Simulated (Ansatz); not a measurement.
PbSe (rock salt)

```cif
data_Pb4Se4
_chemical_formula_sum 'Se4 Pb4'
_space_group_name_H-M_alt 'Fm-3m'
_space_group_IT_number 225
_space_group_name_Hall '-F 4 2 3'
_cell_length_a 6.10153
_cell_length_b 6.10153
_cell_length_c 6.10153
_cell_angle_alpha 90.000
_cell_angle_beta 90.000
_cell_angle_gamma 90.000
loop_
_atom_site_label
_atom_site_type_symbol
_atom_site_symmetry_multiplicity
_atom_site_Wyckoff_symbol
_atom_site_fract_x
_atom_site_fract_y
_atom_site_fract_z
_atom_site_occupancy
Se1 Se 4 a 0.00000 0.00000 0.00000 1
Pb1 Pb 4 b 0.50000 0.50000 0.50000 1
```
(The calculation used a cell of 2 atoms; values per cell refer to that cell.)

The volume is varied about the relaxed value V₀ at fixed cell shape. Symmetry pins the atoms to their sites.

The numbers are results of PBEsol (plane waves to 420 eV, PAW, scalar-relativistic; Ansatz, a program for electronic structure), not measurements. k mesh 9×9×9 (Γ-centred), Fermi-Dirac smearing 0.05 eV. E stands for the smeared free energy. PbSe was relaxed with its symmetry unable to fall. Spin-orbit coupling is left out, though Pb is heavy. The PAW data are Ansatz's earlier set. ΔE is measured from the relaxed starting cell.

| V (Å³/atom) | ΔE (meV/atom) |
|---|---|
| 25.555 | 57.2 |
| 26.028 | 38.4 |
| 26.501 | 23.8 |
| 26.974 | 13.0 |
| 27.448 | 5.6 |
| 27.921 | 1.4 |
| 28.394 | 0.0 |
| 28.867 | 1.3 |
| 29.340 | 5.0 |
| 29.814 | 10.8 |
| 30.287 | 18.7 |
| 30.760 | 28.5 |
| 31.233 | 39.9 |

Q: What is the fitted pressure derivative B₀′?

A: 4.4.

Q: What bulk modulus B₀ follows from a third-order Birch-Murnaghan fit?

A: 53.4 GPa. Check by three points about V = 28.394 Å³/atom, step 0.473: d²E/dV² ≈ (1.4 − 2·0.0 + 1.3) meV / 0.473² = 0.0121 eV/Å⁶, and V·d²E/dV² × 160.2 = 54.8 GPa.

(A scan under strain: stresses follow from slopes of the energy per volume, elastic moduli from its curvatures.)
